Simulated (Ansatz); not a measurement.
PbI$_{2}$:
```
CELL_PARAMETERS angstrom
      4.55941     0.00000     0.00000
     -2.27971     3.94856     0.00000
      0.00000     0.00000     6.97132
ATOMIC_POSITIONS crystal
  Pb 0.00000 0.00000 0.00000
  I  0.33333 0.66667 0.27092
  I  0.66667 0.33333 0.72908
```

PBE+D3(BJ) in the plane-wave PAW code Ansatz gives a gap of 2.18 eV without spin–orbit coupling, maximum at A, minimum at A.

### Question
What happens when spin–orbit coupling is switched on?

### Answer
The gap drops by 0.81 eV, to 1.37 eV; maximum at A, minimum at A.

### Question
Give the electron effective mass with spin–orbit coupling.

### Answer
0.20, 0.20, 1.3 mₑ (principal values).

### Question
Give the hole effective mass with spin–orbit coupling.

### Answer
0.40, 0.40, 0.64 mₑ (principal values).

Space group P-3m1 (CdI2 type). The cell was relaxed with PBE+D3(BJ) under the symmetry of its start; of distortions, only those at the zone centre were tested.

Potentials: the later of the program's two PAW sets.
